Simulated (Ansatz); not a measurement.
Bands of YTe

```
Y Te
1.0
     0.00000    3.04750    3.04750
     3.04750    0.00000    3.04750
     3.04750    3.04750    0.00000
Y Te
1 1
Direct
  0.00000 0.00000 0.00000
  0.50000 0.50000 0.50000
```

Atom numbers follow the list: Y1, Te2.

The cell is COD entry 9008769, as deposited and not checked against the literature; nothing was relaxed.

Spin polarisation is left out, and whether a magnetic state lies lower isn't shown here.

Spin–orbit coupling is left out, though it moves levels of the heavy atoms by tenths of an eV or more.

Method: DFT, PBEsol, all-electron LAPW, scalar-relativistic (Ansatz 0.2.0).

Sampling and basis: a Γ-centred 12×12×12 k mesh, Fermi–Dirac smearing of 0.05 eV, basis error target 0.5 meV/atom, no spin polarisation.

Points in fractions of the reciprocal vectors of this cell: Γ (0, 0, 0), X (0.5, 0, 0.5), U (0.625, 0.25, 0.625), K (0.375, 0.375, 0.75), L (0.5, 0.5, 0.5), W (0.5, 0.25, 0.75). The path joins them by straight lines in the order Γ–X–U–K–Γ–L–W–X; legs that retrace an earlier one aren't tabulated. Energies are in eV from the Fermi level.

(1) Is there a gap?

(2) List the levels between -20 and 0 eV at the symmetry points.

Answers

(1) none: with an odd electron count and no spin polarisation the bands can't all be full, a metal in this set-up (spin order or a larger cell could open a gap).

(2) 
Γ: -13.29, -2.21 (×3), -0.29 (×3)
X: -12.46, -5.15, -3.35 (×2), -1.95
U: -12.30, -4.93, -4.92, -3.81, -0.52
K: -12.30, -4.93, -4.92, -3.81, -0.52
L: -12.15, -6.37, -4.17 (×2)
W: -12.28, -4.67 (×2), -4.61
